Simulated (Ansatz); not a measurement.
Input:

TePt:
```cif
data_Pt4Te4
_chemical_formula_sum 'Te4 Pt4'
_space_group_name_H-M_alt 'Cmcm'
_space_group_IT_number 63
_space_group_name_Hall '-C 2c 2'
_cell_length_a 3.93726
_cell_length_b 10.52699
_cell_length_c 3.89085
_cell_angle_alpha 90.000
_cell_angle_beta 90.000
_cell_angle_gamma 90.000
loop_
_atom_site_label
_atom_site_type_symbol
_atom_site_symmetry_multiplicity
_atom_site_Wyckoff_symbol
_atom_site_fract_x
_atom_site_fract_y
_atom_site_fract_z
_atom_site_occupancy
Te1 Te 4 c 0.00000 0.64359 0.25000 1
Pt1 Pt 4 c 0.00000 0.10153 0.75000 1
```
(The calculation used a cell of 4 atoms; values per cell refer to that cell.)

This is the PBEsol-relaxed structure.

Task: All from DFT-PBEsol in the program Ansatz with PAW potentials, unless another level is named. Predict the electronic character.

Result: metallic (no gap).

Task: Predict the density of states at the Fermi level.

Result: 0.53 states/eV per atom (mean over ±0.08 eV).

Task: Give the formation energy from the elements (no fitted shifts).

Result: -0.15 eV/atom.

The start of the workflow was typed in or built on a structure type; neither database checked (COD, Materials Project) lists it. COD files the formula under space group No. 166, 194. Whether it is the stable phase at ambient conditions was not checked. Symmetry was held in the PBEsol relaxation; whether a distortion lowers the energy is not shown. The run is not spin-polarised. The references are the lowest solids computed at this level, not always the standard phases. Scalar-relativistic: spin–orbit coupling is off unless named, which matters more the heavier the elements.

Potentials: the earlier of the program's two PAW sets. The files were generated under PBE; for other functionals the program regenerates the frozen cores, and for LDA and PBEsol the local potential too.
